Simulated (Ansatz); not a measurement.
## Relaxing a structure of WC

The start is a randomly generated symmetric cell of WC (space group No. 11). The structure is fully relaxed (lattice and positions, P = 0) with r2SCAN (plane waves to 500 eV, PAW, scalar-relativistic; Ansatz, an electronic-structure program). The first steps use a coarse 8×3×6 k-mesh.

Initial structure:
```
WC
1.0
    2.85616     0.00000     0.00000
    0.00000    10.22380     0.00000
   -1.16993     0.00000     3.89254
C W
4 4
Cartesian
  1.42808   0.00000   0.00000
  1.42808   5.11190   0.00000
  0.00000   0.00000   0.00000
  0.00000   5.11190   0.00000
  0.84311   0.00000   1.94627
  0.84311   5.11190   1.94627
  1.57041   2.55595   2.48172
  0.11582   7.66785   1.41081
```

Problem. What pressure does the first self-consistent step give?

Solution. -5 GPa (negative: the cell is under tension).

Problem. Which atoms feel the largest initial force, and how large is it?

Solution. About 0.7 eV/Å, on W7, W8 (atoms numbered as listed).

Problem. What symmetry does the relaxed structure have?

Solution. The space group goes from P2₁/m (No. 11) to Cmcm (No. 63), with 8 atoms in the primitive cell.

Problem. By how much does the energy per atom fall from start to end?

Solution. 1.33 eV/atom.

Problem. How do the shortest distances between atoms change?

Solution. The closest pairs of elements (up to four, under 3.6 Å), start → end: C–C 1.43 → 2.49 Å; C–W 2.03 → 2.07 Å; W–W 2.71 → 2.86 Å.

Problem. Give the final cell and atomic positions.

Solution. 
```cif
data_C8W8
_chemical_formula_sum 'C8 W8'
_space_group_name_H-M_alt 'Cmcm'
_space_group_IT_number 63
_space_group_name_Hall '-C 2c 2'
_cell_length_a 4.98135
_cell_length_b 6.82075
_cell_length_c 5.71898
_cell_angle_alpha 90.000
_cell_angle_beta 90.000
_cell_angle_gamma 90.000
loop_
_atom_site_label
_atom_site_type_symbol
_atom_site_symmetry_multiplicity
_atom_site_Wyckoff_symbol
_atom_site_fract_x
_atom_site_fract_y
_atom_site_fract_z
_atom_site_occupancy
C1 C 8 d 0.25000 0.25000 0.00000 1
W1 W 4 b 0.00000 0.50000 0.00000 1
W2 W 4 c 0.00000 0.12888 0.25000 1
```
(The calculation used a cell of 8 atoms; values per cell refer to that cell.)

Final values are on a 12×12×8 k-mesh of the relaxed cell. No spin polarisation in the result.

The run could not lose the symmetry of its start, so the end can be a saddle point.

The relaxed structure here is a generated cell of WC: the first start was made by a random draw of sites in a space group, and the end was not matched to a known phase here, so it may be hypothetical. Known forms of WC include space group No. 187.
